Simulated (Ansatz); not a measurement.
## Ta2C, first-principles data

Ta$_{2}$C:
```cif
data_C2Ta4
_chemical_formula_sum 'Ta4 C2'
_space_group_name_H-M_alt 'P4/nmm :1'
_space_group_IT_number 129
_space_group_name_Hall 'P 4ab 2ab -1ab'
_cell_length_a 3.50166
_cell_length_b 3.50166
_cell_length_c 6.50989
_cell_angle_alpha 90.000
_cell_angle_beta 90.000
_cell_angle_gamma 90.000
loop_
_space_group_symop_operation_xyz
  'x, y, z'
  '-y+1/2, x+1/2, z'
  '-x, -y, z'
  'y+1/2, -x+1/2, z'
  'x+1/2, -y+1/2, -z'
  '-y, -x, -z'
  '-x+1/2, y+1/2, -z'
  'y, x, -z'
  '-x+1/2, -y+1/2, -z'
  'y, -x, -z'
  'x+1/2, y+1/2, -z'
  '-y, x, -z'
  '-x, y, z'
  'y+1/2, x+1/2, z'
  'x, -y, z'
  '-y+1/2, -x+1/2, z'
loop_
_atom_site_label
_atom_site_type_symbol
_atom_site_symmetry_multiplicity
_atom_site_Wyckoff_symbol
_atom_site_fract_x
_atom_site_fract_y
_atom_site_fract_z
_atom_site_occupancy
Ta1 Ta 2 a 0.00000 0.00000 0.00000 1
Ta2 Ta 2 c 0.50000 0.00000 0.36769 1
C1 C 2 c 0.00000 0.50000 0.27418 1
```

Space group P4/nmm (No. 129); conventional cell a = b = 3.5017 Å, c = 6.5099 Å, α = β = γ = 90.00°.

Method: r²SCAN in the plane-wave PAW code Ansatz. Structure relaxed to zero pressure with the same functional. Other levels are named where they apply.

Cell and energy:

```
Item                                                          Value
-----------------------------------------------------  ------------
Volume per atom                                            13.30 Å³
Density                                                 15.56 g/cm³
Formation energy from the elements (no fitted shifts)  0.33 eV/atom
```

Electronic structure:

```
Item                                                                         Value
------------------------------------  --------------------------------------------
Electronic character                                             metallic (no gap)
Density of states at the Fermi level  0.35 states/eV per atom (mean over ±0.08 eV)
```

Mechanics:

```
Item                                  Value
----------------------------------  -------
Bulk modulus (Birch–Murnaghan fit)  262 GPa
Pressure derivative B′                  4.3
```

Charges:

```
Item                                  Value
-------------  ----------------------------
Bader charges  Ta +0.63 to +1.16, C -1.78 e
```

The cell is a constructed one: a structure type filled with these elements; neither database checked (COD, Materials Project) lists it. COD files the formula under space group No. 164, so this cell is another polymorph or a model. Whether it is the stable phase at ambient conditions was not checked. The cell was relaxed with r²SCAN under the symmetry of its start; whether a distortion lowers the energy is not shown. No spin polarisation was allowed. The references are the lowest solids computed at this level, not always the standard phases. Scalar-relativistic: spin–orbit coupling is off unless named, which matters more the heavier the elements.

Potentials: the earlier of the program's two PAW sets.
